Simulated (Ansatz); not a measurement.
Relaxation of a generated trial cell of Ta in the AFLOW prototype A_hP1_191_a (A_f, as in Sn); 1 atom in the cell, which starts as P6/mmm (No. 191), hP1; a = 2.822 Å, b = 2.822 Å, c = 2.628 Å, α = 90.00°, β = 90.00°, γ = 120.00°. These are PBEsol (plane waves to 420 eV, PAW, scalar-relativistic; Ansatz, a quantum-chemistry and plane-wave program) values and carry that method's errors. Γ-centred k-mesh 13×13×12 on the run's cell (coarser than for final values), Fermi–Dirac smearing 0.05 eV. This is the first round of the run. 

The optimiser's lines from the output (shortened; P is positive under compression):

```
relax step   1: F+E_penalty+E_count = -9806.67055630 eV  Δ(F+E_penalty+E_count) = +0.000e0 eV  max|allowed force component| = 0.000e0 eV/Å  Δτ_max = 0.0000 Å  P = +9.286 GPa  Ω = 18.132 Å³  (6 SCF iters, dr2 threshold 1.00e-7 eV, accepted)
relax step   2: F+E_penalty+E_count = -9806.64263588 eV  Δ(F+E_penalty+E_count) = +2.792e-2 eV  max|allowed force component| = 0.000e0 eV/Å  Δτ_max = 0.0000 Å  P = -11.308 GPa  Ω = 20.479 Å³  (5 SCF iters, dr2 threshold 1.00e-7 eV, rejected (line search))
relax step   3: F+E_penalty+E_count = -9806.69733861 eV  Δ(F+E_penalty+E_count) = -2.678e-2 eV  max|allowed force component| = 0.000e0 eV/Å  Δτ_max = 0.0000 Å  P = -0.429 GPa  Ω = 19.068 Å³  (7 SCF iters, accepted)
relax step   4: F+E_penalty+E_count = -9806.69741659 eV  Δ(F+E_penalty+E_count) = -7.798e-5 eV  max|allowed force component| = 0.000e0 eV/Å  Δτ_max = 0.0000 Å  P = +0.008 GPa  Ω = 19.020 Å³  (3 SCF iters, dr2 threshold 1.00e-7 eV, accepted)
relax step   5: F+E_penalty+E_count = -9806.69759068 eV  Δ(F+E_penalty+E_count) = -1.741e-4 eV  max|allowed force component| = 0.000e0 eV/Å  Δτ_max = 0.0000 Å  P = +0.008 GPa  Ω = 19.020 Å³  stress off target by 9.73e-3 GPa  SCF on the basis re-selected at this cell (its energy is not comparable with the rows above)  (5 SCF iters)
```

From the first to the last row the energy changes by -0.03 eV/atom and the volume by +4.9 %. The last row is marked as not comparable with the walk above it, whose basis was carried along; it does compare with step 1, since both stand on a basis selected at the nominal cutoff for their own cell.

Step 2 was rejected by the optimiser.

Later rounds, restarted from the end of this one on a renewed k-mesh, logged 6 more steps and released under 0.01 eV/atom more. The final structure after all rounds: P6/mmm (No. 191), hP1, AFLOW prototype A_hP1_191_a (A_f, as in Sn); a = b = 2.8531 Å, c = 2.7042 Å, α = β = 90.00°, γ = 120.00°. Between re-selections the logged energies stand on a plane-wave basis carried along with the cell. No spin polarisation in the result.

The run could not lower the symmetry of its start; a shaken copy of this end point relaxes with PBEsol to Im-3m (No. 229), 0.72 eV/atom lower.

The relaxed structure here is a generated cell of Ta: the first start was made by placing the elements on the sites of a structure type, and the end was not matched to a known phase here, so it may be hypothetical. Known forms of Ta include space group No. 229.
